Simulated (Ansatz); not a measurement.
## S: what symmetry allows forces and stress to be

```
CELL_PARAMETERS angstrom
5.96536 0.00000 0.00000
0.00000 5.96536 0.00000
0.00000 0.00000 2.83340
ATOMIC_POSITIONS crystal
S 0.87966 0.87966 0.50000
S 0.12034 0.12034 0.50000
S 0.37966 0.62034 0.00000
S 0.62034 0.37966 0.00000
```

Level of theory: DFT PBEsol, scalar-relativistic, plane waves, PAW (Ansatz 0.2.0).

Cutoff 420 eV; k points 8×8×14 on the computed 4-atom cell (Γ-centred); Gaussian smearing, width 0.10 eV; no spin polarisation.

This distorted cell has space group P4_2/mnm, with 16 operations.

Q: Without a calculation: in which directions can each atom feel a force?

A: A force must be left unchanged by every operation that keeps its atom in place, so it lies in the space that those operations leave fixed. Atoms that the group maps onto each other feel forces of one size.
| atom | site symmetry | operations at the site | equivalent to atom | allowed force (Cartesian) |
| --- | --- | --- | --- | --- |
| S1 | m.2m | 4 | 1 | along (0.71, 0.71, 0.00) |
| S2 | m.2m | 4 | 1 | along (0.71, 0.71, 0.00) |
| S3 | m.2m | 4 | 1 | along (0.71, -0.71, 0.00) |
| S4 | m.2m | 4 | 1 | along (0.71, -0.71, 0.00) |

That leaves 1 independent force component of 12. A relaxation in this cell that keeps the symmetry moves the atoms in these directions alone.

Q: And the stress tensor?

A: It must be invariant under the point group, which leaves 2 independent components: yz, xz, xy vanish; xx = yy.

Q: Do the computed values obey this?

A: Yes. Forces (eV/Å):
```
S1   1.333  1.333  0.000
S2  -1.333 -1.333  0.000
S3   1.333 -1.333  0.000
S4  -1.333  1.333  0.000
```

Stress (GPa, compression positive, xx yy zz yz xz xy): -7.64 -7.64 -5.69 0.00 0.00 0.00. The program imposes the same operations on density, forces and stress, so this confirms the analysis and is no independent test of the calculation.

The cell holds chains, and where no dispersion correction was added their binding is poorly described. Spin polarisation was left out, and a magnetic state may lie lower.

This form isn't the element's structure at ambient conditions.